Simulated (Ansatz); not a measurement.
Input for Ansatz (plane-wave DFT, PAW):

```yaml
crystal:
  lattice:
    - [1.2209813946, 0.7049339369, 14.0410104486]
    - [-1.2209813946, 0.7049339369, 14.0410104486]
    - [0.0, -1.4098678737, 14.0410104486]
  atoms:
    - { symbol: C, position: [0.0177789215, 0.0177789215, 0.0177789215] }
    - { symbol: C, position: [0.9822210785, 0.9822210785, 0.9822210785] }
    - { symbol: C, position: [0.1726053195, 0.1726053195, 0.1726053195] }
    - { symbol: C, position: [0.8273946805, 0.8273946805, 0.8273946805] }
    - { symbol: C, position: [0.2081382393, 0.2081382393, 0.2081382393] }
    - { symbol: C, position: [0.7918617607, 0.7918617607, 0.7918617607] }
    - { symbol: C, position: [0.2681460322, 0.2681460322, 0.2681460322] }
    - { symbol: C, position: [0.7318539678, 0.7318539678, 0.7318539678] }
    - { symbol: C, position: [0.3036817842, 0.3036817842, 0.3036817842] }
    - { symbol: C, position: [0.6963182158, 0.6963182158, 0.6963182158] }
    - { symbol: C, position: [0.4104767099, 0.4104767099, 0.4104767099] }
    - { symbol: C, position: [0.5895232901, 0.5895232901, 0.5895232901] }
    - { symbol: C, position: [0.4465716708, 0.4465716708, 0.4465716708] }
    - { symbol: C, position: [0.5534283292, 0.5534283292, 0.5534283292] }
basis:
  ecutwfc: 420
kpoints:
  mp_grid: { grid: [12, 12, 12] }
hamiltonian:
  xc: lda
scf:
  occupations: { method: gaussian, width: 0.02 }
output:
  forces: true
  stress: true
  eigenvalues: true
relax:
  adjacent_minimum: "off"
  f_tol: 0.01
  max_steps: 30
  cell: { stress_tol: 0.1, fix: [volume] }
```

Command:
```bash
ansatz run input.yaml --threads 4 --pin off --max-ram 10240MiB --backend cpu --events-out ev --progress --plain --runs-dir out
```

All numbers below come from DFT LDA, scalar-relativistic, plane waves, PAW (Ansatz).

Part of what the program printed, abridged:

```
Pseudopotentials: kind: paw
Pseudopotential: C, paw, valence charge 4, recommended cutoff 420 eV (normal)
Functional definition: SPW92
Crystal: 14 atoms, lattice volume = 72.512 Å³
Basis set: ecut = 420 eV, 1373 PW (Γ), FFT grids on a1−a3, a2−a3, a3
Bands: 42, of which v1, the nominal top of the filled ones, is band 28 counted from 1 (27 counted from 0)
Symmetry: 12 space group operations
Space group: R-3m (ITA 166), of the structure as read, at distance tolerance 4.2e-5 Å
k-points: 189 of 1728
Initial density: superposition of atomic densities (neutral atoms: chi_scale 0, normalization atom), corrected by the library's trained network
Initial wavefunctions: pseudopotential atomic-orbital guess
Functional: x = slater, c = lda
SCF iter   1: F=—  HF=-3401.392352 eV  |F-HF|=—  |Δ(HF+E_count)|=         —  Δρ=9.32e-3  dr2=3.44e-2  ethr=1.77e-3  ⟨swp⟩=6.3  Hψ=36413  notcnv=0  defer=304
SCF iter   2: F=—  HF=-3401.382454 eV  |F-HF|=—  |Δ(HF+E_count)|=   9.90e-3  Δρ=4.16e-3  dr2=5.78e-3  ethr=6.13e-5  ⟨swp⟩=2.6  Hψ=13857  notcnv=0  defer=1510
SCF iter   3: F=—  HF=-3401.380667 eV  |F-HF|=—  |Δ(HF+E_count)|=   1.79e-3  Δρ=5.10e-4  dr2=2.19e-4  ethr=1.03e-5  ⟨swp⟩=2.9  Hψ=12403  notcnv=0  defer=1510
SCF iter   4: F=—  HF=-3401.380603 eV  |F-HF|=—  |Δ(HF+E_count)|=   6.40e-5  Δρ=1.32e-4  dr2=6.96e-6  ethr=3.90e-7  ⟨swp⟩=2.0  Hψ=10277  notcnv=0  defer=1510
SCF iter   5: F=—  HF=-3401.380602 eV  |F-HF|=—  |Δ(HF+E_count)|=   1.46e-6  Δρ=2.22e-5  dr2=2.42e-7  ethr=1.24e-8  ⟨swp⟩=2.2  Hψ=9862  notcnv=0  defer=1510
SCF iter   6: F=-3401.380602 eV  HF=-3401.380602 eV  |F-HF|=1.81e-8  |Δ(HF+E_count)|=   4.03e-8  Δρ=5.79e-6  dr2=2.33e-8  ethr=1.79e-10  ⟨swp⟩=11.1  Hψ=37074  notcnv=0
SCF 1 converged in 6 iterations: F = -3401.380602 eV  dr2 = 2.33e-8
relax step   1: F+E_penalty+E_count = -3401.38060184 eV  Δ(F+E_penalty+E_count) = +0.000e0 eV  max|allowed force component| = 3.599e-2 eV/Å  Δτ_max = 0.0000 Å  P = +32.368 GPa  Ω = 72.512 Å³  fix = [volume]  reactions: volume +32.368 GPa (6 SCF iters, dr2 threshold 1.00e-7 eV, accepted)
Initial density: handed on by an earlier stage of this run
Initial wavefunctions: those handed on with the density
SCF iter   1: F=—  HF=-3401.380632 eV  |F-HF|=—  |Δ(HF+E_count)|=         —  Δρ=7.22e-5  dr2=3.14e-6  ethr=5.93e-9  ⟨swp⟩=2.1  Hψ=25798  notcnv=0
SCF iter   2: F=—  HF=-3401.380631 eV  |F-HF|=—  |Δ(HF+E_count)|=   9.42e-7  Δρ=2.49e-5  dr2=1.97e-7  ethr=5.61e-9  ⟨swp⟩=2.3  Hψ=11117  notcnv=0
SCF iter   3: F=-3401.380631 eV  HF=-3401.380631 eV  |F-HF|=5.80e-9  |Δ(HF+E_count)|=   5.08e-8  Δρ=8.10e-6  dr2=1.77e-8  ethr=3.51e-10  ⟨swp⟩=2.5  Hψ=12834  notcnv=0
SCF iter   4: F=-3401.380631 eV  HF=-3401.380631 eV  |F-HF|=2.26e-10  |Δ(HF+E_count)|=   2.63e-9  Δρ=1.24e-6  dr2=5.62e-10  ethr=3.16e-11  ⟨swp⟩=2.6  Hψ=11778  notcnv=0
SCF iter   5: F=-3401.380631 eV  HF=-3401.380631 eV  |F-HF|=3.05e-11  |Δ(HF+E_count)|=  2.27e-11  Δρ=2.78e-7  dr2=4.71e-11  ethr=1.00e-12  ⟨swp⟩=2.1  Hψ=10911  notcnv=0
SCF iter   6: F=-3401.380631 eV  HF=-3401.380631 eV  |F-HF|=1.36e-12  |Δ(HF+E_count)|=  8.64e-12  Δρ=5.01e-8  dr2=2.01e-12  ethr=1.00e-12  ⟨swp⟩=2.9  Hψ=20955  notcnv=0
SCF 2 converged in 6 iterations: F = -3401.380631 eV  dr2 = 2.01e-12
relax step   2: F+E_penalty+E_count = -3401.38063054 eV  Δ(F+E_penalty+E_count) = -2.870e-5 eV  max|allowed force component| = 1.685e-2 eV/Å  Δτ_max = 0.0003 Å  P = +32.366 GPa  Ω = 72.512 Å³  fix = [volume]  reactions: volume +32.366 GPa (6 SCF iters, dr2 threshold 8.10e-8 eV, accepted)
SCF iter   1: F=—  HF=-3401.380641 eV  |F-HF|=—  |Δ(HF+E_count)|=         —  Δρ=1.11e-4  dr2=6.39e-6  ethr=1.17e-8  ⟨swp⟩=2.2  Hψ=26705  notcnv=0
SCF iter   2: F=—  HF=-3401.380639 eV  |F-HF|=—  |Δ(HF+E_count)|=   2.14e-6  Δρ=3.99e-5  dr2=5.04e-7  ethr=1.14e-8  ⟨swp⟩=2.6  Hψ=11779  notcnv=0
SCF iter   3: F=—  HF=-3401.380639 eV  |F-HF|=—  |Δ(HF+E_count)|=   1.67e-7  Δρ=1.00e-5  dr2=2.81e-8  ethr=8.99e-10  ⟨swp⟩=2.5  Hψ=12773  notcnv=0
SCF iter   4: F=-3401.380639 eV  HF=-3401.380639 eV  |F-HF|=1.91e-10  |Δ(HF+E_count)|=   4.82e-9  Δρ=1.97e-6  dr2=1.01e-9  ethr=5.01e-11  ⟨swp⟩=2.6  Hψ=11884  notcnv=0
SCF iter   5: F=-3401.380639 eV  HF=-3401.380639 eV  |F-HF|=6.18e-11  |Δ(HF+E_count)|=  1.27e-11  Δρ=3.53e-7  dr2=8.74e-11  ethr=1.80e-12  ⟨swp⟩=2.2  Hψ=11237  notcnv=0
SCF iter   6: F=-3401.380639 eV  HF=-3401.380639 eV  |F-HF|=9.09e-13  |Δ(HF+E_count)|=  2.00e-11  Δρ=6.30e-8  dr2=1.60e-12  ethr=1.00e-12  ⟨swp⟩=4.6  Hψ=23550  notcnv=0
SCF 3 converged in 6 iterations: F = -3401.380639 eV  dr2 = 1.60e-12
relax step   3: F+E_penalty+E_count = -3401.38063891 eV  Δ(F+E_penalty+E_count) = -8.371e-6 eV  max|allowed force component| = 2.673e-3 eV/Å  Δτ_max = 0.0003 Å  P = +32.365 GPa  Ω = 72.512 Å³  energy of the carried Pulay correction = -3.954e-16 eV  fix = [volume]  reactions: volume +32.365 GPa (6 SCF iters, dr2 threshold 1.77e-8 eV, accepted)
Initial wavefunctions: pseudopotential atomic-orbital guess (no wavefunctions were taken with the density)
SCF iter   1: F=—  HF=-3401.380650 eV  |F-HF|=—  |Δ(HF+E_count)|=         —  Δρ=7.91e-7  dr2=5.62e-11  ethr=1.61e-8  ⟨swp⟩=4.1  Hψ=62247  notcnv=0
SCF iter   2: F=—  HF=-3401.380649 eV  |F-HF|=—  |Δ(HF+E_count)|=   6.13e-7  Δρ=4.00e-7  dr2=1.52e-11  ethr=1.00e-12  ⟨swp⟩=3.3  Hψ=14901  notcnv=0
SCF iter   3: F=-3401.380649 eV  HF=-3401.380649 eV  |F-HF|=2.27e-12  |Δ(HF+E_count)|=  1.73e-11  Δρ=7.03e-8  dr2=2.99e-12  ethr=1.00e-12  ⟨swp⟩=1.0  Hψ=7938  notcnv=0
SCF iter   4: F=-3401.380649 eV  HF=-3401.380649 eV  |F-HF|=1.36e-12  |Δ(HF+E_count)|=  9.09e-13  Δρ=1.40e-8  dr2=7.32e-14  ethr=1.00e-12  ⟨swp⟩=1.0  Hψ=7938  notcnv=0
SCF iter   5: F=-3401.380649 eV  HF=-3401.380649 eV  |F-HF|=4.55e-13  |Δ(HF+E_count)|=  4.55e-13  Δρ=9.56e-9  dr2=6.24e-14  ethr=1.00e-12  ⟨swp⟩=1.0  Hψ=7938  notcnv=0
SCF iter   6: F=-3401.380649 eV  HF=-3401.380649 eV  |F-HF|=1.36e-12  |Δ(HF+E_count)|=  4.55e-13  Δρ=2.11e-9  dr2=1.88e-15  ethr=1.00e-12  ⟨swp⟩=1.0  Hψ=7938  notcnv=0
SCF iter   7: F=-3401.380649 eV  HF=-3401.380649 eV  |F-HF|=9.09e-13  |Δ(HF+E_count)|=  9.09e-13  Δρ=6.54e-10  dr2=2.31e-16  ethr=1.00e-12  ⟨swp⟩=1.4  Hψ=17329  notcnv=0
SCF 4 converged in 7 iterations: F = -3401.380649 eV  dr2 = 2.31e-16
SCF converged after 7 iterations
Free energy (F): -3401.380649 eV
Harris-Foulkes:  -3401.380649 eV  (|F-HF|=9.09e-13)
Internal energy: -3401.380649 eV  (E = F + TS)
E sigma→0 (E₀):  -3401.380649 eV
Fermi energy:    17.168558 eV
--- Per-component energies (eV) ---
  E_band       = 294.949929
  E_kinetic    = 1336.559038
  E_local      = -827.192731  (includes V_loc(G=0)·N_el)
  E_nonlocal   = 396.989601
  E_hartree    = 178.485855
  E_xc         = -688.634929
  E_vxc        = -857.810587  (∫ρ·V_xc dr)
  E_paw        = -1289.043972  (= ΣΔE_a)
  E_vpaw       = -110.567233  (= ΣTr[D̂ρ^β])
  E_aug_tail   = 0.000130  (compensation charges beyond the density's cutoff)
  E_ewald      = -2509.423298
  E_core_change = 0.879655  (= ΣΔE_core)
  E_smearing   =  0.000000  (= −TS)
--- Forces (eV/Å), atoms counted from 1 ---
  atom   1  C      0.00000000     0.00000000    -0.00029381
  atom   2  C      0.00000000     0.00000000     0.00029381
  atom   3  C      0.00000000     0.00000000     0.00018924
  atom   4  C      0.00000000     0.00000000    -0.00018924
  atom   5  C      0.00000000     0.00000000    -0.00103044
  atom   6  C      0.00000000     0.00000000     0.00103044
  atom   7  C      0.00000000     0.00000000     0.00100013
  atom   8  C      0.00000000     0.00000000    -0.00100013
  atom   9  C      0.00000000     0.00000000     0.00052702
  atom  10  C      0.00000000     0.00000000    -0.00052702
  atom  11  C      0.00000000     0.00000000    -0.00265700
  atom  12  C      0.00000000     0.00000000     0.00265700
  atom  13  C      0.00000000     0.00000000     0.00265566
  atom  14  C      0.00000000     0.00000000    -0.00265566
--- Stress (GPa, compression-positive) ---
       32.320052       0.000000       0.000000
        0.000000      32.320052       0.000000
        0.000000       0.000000      32.453478
  P = ⅓ Tr σ = 32.3645 GPa (323.645 kbar)
--- Band table (eV; the first three rows and the last of 189) ---
  k-point 0: bands = ["-7.8328", "-7.2695", "-7.2068", "-5.4920", "-5.4574", "-2.6748", "-2.6648", "1.7164", "1.7283", "6.4097", "6.4432", "11.5185", "11.5363", "11.8131", "11.8131", "11.8212", "11.8212", "12.5887", "12.5887", "12.6271", "12.6271", "13.9021", "13.9021", "14.0076", "14.0076", "14.6756", "14.8482", "14.8482", "20.4269", "20.4269", "20.5667", "21.3614", "21.3614", "21.7184", "21.7184", "22.2016", "22.4156", "22.9406", "22.9406", "23.2290", "23.2290", "23.8425"]
  k-point 1: bands = ["-7.6505", "-7.1020", "-7.0113", "-5.3630", "-5.2296", "-2.5873", "-2.4149", "1.7716", "1.9974", "6.4020", "6.6809", "10.8824", "10.9782", "11.3557", "11.3742", "11.4215", "11.5994", "11.6767", "11.9231", "12.1869", "12.3095", "13.0229", "13.3440", "13.5871", "13.7349", "14.1033", "14.4019", "14.5648", "20.5417", "20.8510", "20.8553", "21.2442", "21.6714", "21.8158", "22.1279", "22.5733", "22.8143", "23.0346", "23.2174", "23.4990", "23.7976", "23.8821"]
  k-point 2: bands = ["-7.1050", "-6.5860", "-6.4415", "-4.8922", "-4.6343", "-2.1669", "-1.8292", "2.1423", "2.5786", "6.5913", "7.1079", "8.7573", "8.9353", "9.5138", "10.0032", "10.4461", "10.5120", "10.8151", "11.3176", "11.3224", "11.4597", "11.4948", "11.9091", "12.4317", "12.8282", "13.0174", "13.7345", "13.8542", "20.2370", "20.6373", "21.2302", "21.7502", "21.8246", "22.2980", "22.9211", "23.0523", "23.1735", "23.4999", "23.7263", "24.0489", "24.7854", "24.9291"]
  k-point 188: bands = ["-7.6929", "-7.6755", "-6.5189", "-6.4790", "-4.2023", "-4.1579", "-1.5156", "0.3225", "3.9318", "3.9861", "8.9915", "9.0097", "11.7147", "11.7147", "12.0999", "12.0999", "12.1408", "12.1408", "13.2189", "13.2189", "13.2699", "13.2699", "13.6767", "13.6983", "14.5657", "14.5657", "14.5966", "14.5966", "20.7185", "20.7185", "20.7820", "20.7820", "21.1736", "21.2013", "22.2892", "22.2892", "22.5435", "22.5435", "23.1779", "23.3406", "23.3406", "23.3875"]
--- Relaxed structure (3 steps of the walk, 3 accepted, 1 SCFs on fresh bases) ---
  F+E_penalty+E_count = -3401.38064923 eV   max|allowed force component| = 2.657e-3 eV/Å   (the final SCF, on the basis selected at the relaxed cell)
  cell:  # Å, volume = 72.5115 Å³
    - [1.22101236, 0.70495181, 14.04029808]
    - [-1.22101236, 0.70495181, 14.04029808]
    - [0.0, -1.40990363, 14.04029808]
  atoms:
    - { symbol: C, position: [0.01777921, 0.01777921, 0.01777921] }
    - { symbol: C, position: [0.98222078, 0.98222078, 0.98222078] }
    - { symbol: C, position: [0.17260641, 0.17260641, 0.17260641] }
    - { symbol: C, position: [0.82739358, 0.82739358, 0.82739358] }
    - { symbol: C, position: [0.20813742, 0.20813742, 0.20813742] }
    - { symbol: C, position: [0.79186257, 0.79186257, 0.79186257] }
    - { symbol: C, position: [0.26814549, 0.26814549, 0.26814549] }
    - { symbol: C, position: [0.73185450, 0.73185450, 0.73185450] }
    - { symbol: C, position: [0.30367911, 0.30367911, 0.30367911] }
    - { symbol: C, position: [0.69632088, 0.69632088, 0.69632088] }
    - { symbol: C, position: [0.41049056, 0.41049056, 0.41049056] }
    - { symbol: C, position: [0.58950943, 0.58950943, 0.58950943] }
    - { symbol: C, position: [0.44655913, 0.44655913, 0.44655913] }
    - { symbol: C, position: [0.55344086, 0.55344086, 0.55344086] }
```

The relaxation met its thresholds.

The run took 17 s on 4 threads of Intel(R) Xeon(R) 6975P-C (Granite Rapids) (shared host), peak memory 0.77 GiB.